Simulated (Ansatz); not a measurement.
## Au (Im-3m), rigid cleavage

Computed with DFT PBEsol, scalar-relativistic, plane waves, PAW in Ansatz. The runs took a 420 eV cutoff, a Γ-centred 17×17×5 mesh and Gaussian smearing (0.15 eV). Spin–orbit coupling is left out, which can shift energies with elements as heavy as these. No spin polarisation. Energies are free energies at this smearing, counted from the undisturbed cell; pressure is positive in compression.

The starting cell (as given, not relaxed at this level; it stands at -9.2 GPa; this bcc form isn't the usual structure):

```
CELL_PARAMETERS angstrom
-1.65727 1.65727 -1.65727
-1.65727 -1.65727 1.65727
0.00000 6.62908 6.62908
ATOMIC_POSITIONS crystal
Au 0.00000 0.00000 0.87500
Au 0.50000 0.50000 0.12500
Au 0.00000 0.00000 0.37500
Au 0.50000 0.50000 0.62500
```

The cut lies on the cell's a–b face, a (0 1 1) plane (indices in the standard cell, whose axes needn't be the Cartesian ones shown) of area 7.77 Å², between layers 2.34 Å apart. Vector c is lengthened by d along the normal with the atoms' Cartesian places fixed: one unrelaxed cut a cell. The cell is metallic on the mesh throughout. At -9 GPa the given cell is far from its own equilibrium, so these figures belong to a strongly strained crystal.

```
d (Å) energy (J/m²) traction dE/dd (GPa)
-0.30           0.15                 -26.2
-0.15          -0.06                  -3.3
 0.00           0.00                   9.7
 0.25           0.37                  17.8
 0.50           0.82                  17.5
 0.75           1.22                  14.3
 1.00           1.53                  10.8
 1.50           1.93                   5.6
 2.00           2.13                   2.6
 3.00           2.25                   0.4
 4.50           2.26                   0.0
 6.00           2.26                   0.0
```

Cost: 12 runs of about 4.4 core-minutes in all, on Intel Xeon 6975P-C (Granite Rapids) (shared hosts).